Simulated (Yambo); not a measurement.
CaPbF₆ (space group Fm-3m, No. 225), G0W0@PBEsol (Yambo, plasmon pole, terminator in G, 2×2×2 mesh): gap Γ → Γ in eV by bands and screening block.

| bands (W and G) | 2 Ry | 3 Ry | 5 Ry | 6 Ry | 8 Ry |
|---|---|---|---|---|---|
| 73 | 8.49 | 8.05 | 7.86 | [?] | 7.81 |
| 113 | 8.25 | 7.81 | 7.62 | 7.59 | [?] |
| 166 | 8.16 | 7.71 | 7.51 | 7.48 | 7.46 |
| 234 | 8.13 | 7.67 | 7.48 | 7.45 | 7.43 |
| 301 | 8.11 | [?] | 7.45 | 7.43 | 7.41 |

Task: Estimate the withheld gaps from their neighbours; the computed values follow.

Result: 
- 73, 6 Ry: 7.83
- 113, 8 Ry: 7.57
- 301, 3 Ry: 7.65

The largest settings aren't shown to be the converged limit.

The standard potential for Pb keeps a d shell in the valence without the s and p states of that shell. In tests on such compounds this moved G0W0 gaps by up to about 0.9 eV, so absolute quasiparticle energies here are unreliable; differences between settings are what counts.

Spin-orbit coupling is not included.

Geometry of the Materials Project entry, not relaxed at this level; primitive cell a = b = c = 6.1051 Å, α = β = γ = 60.00°.
